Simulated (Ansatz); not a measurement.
AgI:
```xyz
4
Lattice="4.6851 0.0000 0.0000 -2.3426 4.0575 0.0000 0.0000 0.0000 7.6621" Properties=species:S:1:pos:R:3 pbc="T T T"
Ag     0.0000     2.7050     0.0193
Ag     2.3426     1.3525     3.8503
I      0.0000     2.7050     2.8916
I      2.3426     1.3525     6.7226
```

Relaxed with PBE. Special points in fractions of this cell's reciprocal vectors: Γ (0.000, 0.000, 0.000); M (0.500, 0.000, 0.000); K (0.333, 0.333, 0.000); A (0.000, 0.000, 0.500); L (0.500, 0.000, 0.500); H (0.333, 0.333, 0.500).

Q: List the band energies nearest the valence-band maximum at these points for PBE (plane waves, PAW; program Ansatz).

A: In eV from the valence-band maximum; about four levels below and three above (degenerate sets whole), none deeper than 8.9 eV; points with the same levels are listed once.

```
k                        below                above
-  ---------------------------  -------------------
Γ  -0.63 -0.63 -0.06 0.00 0.00  1.37 2.67 5.86 5.86
M      -1.98 -1.59 -0.92 -0.64       3.31 3.65 4.91
K      -2.30 -1.36 -1.36 -1.17       4.38 4.38 4.58
A      -0.33 -0.33 -0.33 -0.33  2.63 2.63 5.65 5.65
L      -1.11 -1.11 -1.11 -1.11  3.30 3.30 4.95 4.95
H      -1.72 -1.72 -1.01 -1.01  3.91 3.91 5.77 5.77
```

Space group P6_3mc (wurtzite). Symmetry was held in the PBE relaxation. The run is not spin-polarised. Spin–orbit coupling is left out wherever it is not named.

Potentials: the later of the program's two PAW sets.
